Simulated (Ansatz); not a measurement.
Ga₂O₃:
```
CELL_PARAMETERS angstrom
      1.48949     0.85996     6.90393
     -1.48949     0.85996     6.90393
      0.00000    -1.71991     6.90393
ATOMIC_POSITIONS crystal
  Ga 0.40062 0.40062 0.40062
  Ga 0.59938 0.59938 0.59938
  O  0.00000 0.00000 0.00000
  O  0.23122 0.23122 0.23122
  O  0.76878 0.76878 0.76878
```

r²SCAN+D4 in the plane-wave PAW code Ansatz gives a gap of 3.23 eV without spin–orbit coupling, maximum at Γ, minimum at Γ.

**Question.** What happens when spin–orbit coupling is switched on?

**Answer.** The gap stays essentially unchanged, to 3.23 eV; maximum at Γ, minimum at Γ.

**Question.** Give the electron effective mass with spin–orbit coupling.

**Answer.** 0.28, 0.28, 0.37 mₑ (principal values).

**Question.** Give the hole effective mass with spin–orbit coupling.

**Answer.** 0.35 along z (mₑ).

Space group R-3m. The cell is a constructed one: a structure type filled with these elements; neither database checked (COD, Materials Project) lists it. It is not the phase usual at ambient conditions (space group No. 12, 167). Symmetry was held in the r²SCAN+D4 relaxation. At this level the phase is mechanically unstable.

Potentials: the earlier of the program's two PAW sets.
